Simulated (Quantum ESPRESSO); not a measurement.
# Planted mistakes on one cell of Ga3GeO5N

Calculated results; nothing here was measured. They come from pw.x of Quantum ESPRESSO 7.5, a plane-wave density functional program, with PseudoDojo standard norm-conserving files (v0.5 for PBE, v0.4.1 for LDA and PBEsol). The cells are made up: elements, strain and atom displacements were drawn at random, and nothing was relaxed. There is no spin polarisation, spin-orbit coupling or dispersion term.

The cell has 10 sites of a corundum lattice. Sites 1 to 4 hold Ga Ga Ge Ga; sites 5 to 10 hold O O N O O O. Cell vectors in Å: (2.580, 1.490, 4.634); (-2.580, 1.490, 4.634); (0.000, -2.979, 4.634). Settings: PBE, cutoff 1143 eV, 5 x 5 x 5 k mesh shifted by half a step, Fermi-Dirac smearing of 0.025 eV.

The intended run has a self-consistency threshold of 1e-07 eV, a smearing term of 0.000 eV, a pressure of -8.47 GPa and 13 iterations. Each further run changes one thing: all lengths scaled by 1.0186; atoms of sites 3 and 4 exchanged; cutoff 585 eV; files of PBEsol; k mesh 1 x 1 x 1; one electron added; smearing 0.48 eV; threshold 0.07 eV. A coarse mesh keeps the shift, and a charged cell sits in a uniform background.

| run | change of free energy (eV) | smearing term -TS (eV) | change of P (GPa) | largest change of a force component (eV/Å) | iterations |
| --- | --- | --- | --- | --- | --- |
| A | -0.133 | -0.480 | 1.43 | 0.138 | 13 |
| B | 0.467 | 0.000 | -7.35 | 0.317 | 13 |
| C | 20.519 | 0.000 | -6.33 | 0.093 | 13 |
| D | 12.581 | -0.006 | 35.13 | 0.900 | 12 |
| E | 0.108 | 0.000 | 0.39 | 1.329 | 13 |
| F | -1.513 | 0.000 | -3.39 | 0.553 | 13 |
| G | 0.023 | 0.000 | 2.16 | 0.124 | 5 |
| H | 94.685 | 0.000 | -649.18 | 0.455 | 13 |

A rerun of the intended cell at 1437 eV and k mesh 7 x 7 x 7 moved values by no more than 0.004 eV in the cell's energy, 0.04 GPa in stress and 0.002 eV/Å in force.

Question: which change belongs to which run?

## Worked reading

Run G has the fewest iterations, as a run stopped early does. Run A has the largest smearing term, as wide smearing gives. Run H has a higher energy and the largest fall in pressure, as too small a basis gives. Run B changes the volume by a factor of 1.0568; minus its pressure change over the logarithm of that factor, 133 GPa, is a rough bulk modulus with clamped atoms. Energies from files of another functional, or of a charged cell, have another zero and say nothing on stability; the pressure of a charged cell rests on the program's zero of potential too.

## Key

| run | change |
| --- | --- |
| A | smearing 0.48 eV |
| B | all lengths scaled by 1.0186 |
| C | files of PBEsol |
| D | one electron added |
| E | atoms of sites 3 and 4 exchanged |
| F | k mesh 1 x 1 x 1 |
| G | threshold 0.07 eV |
| H | cutoff 585 eV |